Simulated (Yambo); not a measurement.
```
CELL_PARAMETERS angstrom
     -3.73097     3.73097     3.27594
      3.73097    -3.73097     3.27594
      3.73097     3.73097    -3.27594
ATOMIC_POSITIONS crystal
  O  0.51040 0.33274 0.17766
  O  0.08274 0.40508 0.32234
  O  0.15508 0.33274 0.82234
  O  0.08274 0.76040 0.67766
  O  0.23960 0.91726 0.32234
  O  0.66726 0.48960 0.82234
  O  0.59492 0.91726 0.67766
  O  0.66726 0.84492 0.17766
  V  0.25000 0.75000 0.50000
  V  0.50000 0.50000 0.00000
  La 0.00000 0.00000 0.00000
  La 0.75000 0.25000 0.50000
```

Response from Yambo on PBEsol (Quantum ESPRESSO, PseudoDojo norm-conserving, 110 Ry, without SOC) bands: 4×4×4 mesh, 154 bands, 3 Ry local-field block, 0.2 eV broadening.

Q: Give the static electronic dielectric constant without and with local fields along each axis.

A: 
```tsv
field along	ε(0), independent particles	ε(0), RPA with local fields	refractive index √ε
x	4.59	3.81	1.95
z	5.54	4.76	2.18
```
Electronic (clamped-ion) response only. PBEsol gaps are usually too small, which raises these values. Convergence of the RPA response with its 4×4×4 mesh was not tested. x, y and z are Cartesian axes of the cell as given.

Geometry of the Materials Project entry, not relaxed at this level.

The structure is a Materials Project entry; no match was found in the copy of COD used, and its stability was not checked.

The runs are not spin-polarised; magnetic order was not tried.
